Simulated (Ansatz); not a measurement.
AlC₆:
```
CELL_PARAMETERS angstrom
      0.00000     3.67490    -2.12171
      0.00000     3.67490     2.12171
      6.52443     0.00000     0.00000
ATOMIC_POSITIONS crystal
  C  0.04517 0.95483 0.00000
  C  0.04517 0.62081 0.00000
  C  0.37850 0.28816 0.00000
  C  0.37919 0.95483 0.00000
  C  0.71184 0.62150 0.00000
  C  0.71115 0.28885 0.00000
  Al 0.04478 0.95522 0.50000
```

Relaxed with r²SCAN. Special points in fractions of this cell's reciprocal vectors: Γ (0.000, 0.000, 0.000); Y (0.500, 0.500, 0.000); F0 (0.333, 0.667, 0.000); Δ0 (-0.333, 0.333, 0.000); Z (0.000, 0.000, 0.500); B0 (-0.333, 0.333, 0.500); G0 (0.333, 0.667, 0.500); T (0.500, 0.500, 0.500); S (0.000, 0.500, 0.000); R (0.000, 0.500, 0.500).

List the band energies nearest the Fermi level at these points for plane-wave PAW r²SCAN (Ansatz code).

In eV from the Fermi level; about four levels below and three above (degenerate sets whole), none deeper than 8.9 eV; points with the same levels are listed once.

```json
[
 {"k": "Γ", "below": "-1.20 -0.96 -0.96 -0.85", "above": "1.68 3.81 3.81"},
 {"k": "Y", "below": "-6.68 -3.93 -3.54 -0.92", "above": "0.70 2.59 2.78"},
 {"k": "F0", "below": "-5.92 -5.92 -3.66 -0.06 -0.06", "above": "2.79 4.32 4.32"},
 {"k": "Z", "below": "-1.09 -0.99 -0.99 -0.86", "above": "0.05 3.87 3.88"},
 {"k": "B0", "below": "-6.43 -5.96 -5.96 -2.98", "above": "0.31 0.31 1.63"},
 {"k": "T", "below": "-6.73 -3.73 -3.13 -0.51", "above": "0.56 1.40 3.09"}
]
```

Space group P-62m. The start of the workflow was typed in or built on a structure type; neither database checked (COD, Materials Project) lists it. Whether it is the stable phase at ambient conditions was not checked. Symmetry was held in the r²SCAN relaxation; whether a distortion lowers the energy is not shown. The volume moved by 93 % from the start of the relaxation. Its formation energy is positive at this level, so the cell may be metastable or incomplete. Point labels and valley counts follow the cell and symmetry of the run, lower than the named group.

Potentials: the earlier of the program's two PAW sets. The files were generated under PBE; for other functionals the program regenerates the frozen cores, and for LDA and PBEsol the local potential too.
